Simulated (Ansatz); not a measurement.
AlN (zinc blende)

```xyz
4
Lattice="0.0000 4.3695 4.3695 2.1848 2.1848 4.3695 2.1848 2.1848 0.0000" Properties=species:S:1:pos:R:3 pbc="T T T"
N      3.2772     7.6467     7.6467
N      3.2772     5.4619     5.4619
Al     0.0000     0.0000     0.0000
Al     2.1848     4.3695     2.1848
```

A phonon eigenvector at X = (0.5, 0.5, 0.0) is frozen into this cell: atom i moves by Q times the vector below, so Q is the largest atomic displacement, in Å. The cell is held. (q is in reciprocal vectors of the primitive cell; the cell shown is doubled to hold the pattern.)

```json
[
 {"atom": "Al3", "x": "0.000", "y": "0.000", "z": "1.000"},
 {"atom": "Al4", "x": "0.000", "y": "0.000", "z": "-1.000"}
]
```

Atoms not listed stay in place.

The numbers are results of r2SCAN (plane waves to 500 eV, PAW, scalar-relativistic; Ansatz, a first-principles code), not measurements. k mesh 13×13×13 (Γ-centred), Fermi-Dirac smearing 0.05 eV. E stands for the smeared free energy. As the smearing reaches across the gap at some points, energies and forces of such displacements shift with the k mesh and the smearing. AlN was relaxed with its symmetry unable to fall. The PAW data are Ansatz's earlier set. ΔE is measured from the undisplaced structure.

```
Q (Å)   ΔE (meV/cell)
------  -------------
-0.280           2608
-0.187           1202
-0.093            306
0.000               0
0.093             306
0.187            1202
0.280            2608
```

Question: Which DFPT wavenumber at X = (0.5, 0.5, 0.0) belongs to this mode?
(A) 350 cm⁻¹
(B) 597 cm⁻¹
(C) 728 cm⁻¹

Answer: B, 597 cm⁻¹. The curvature of the scan gives 597 cm⁻¹

(A displaced cell: forces are minus the slopes of the energy, force constants its curvatures, and phonons follow from these.)
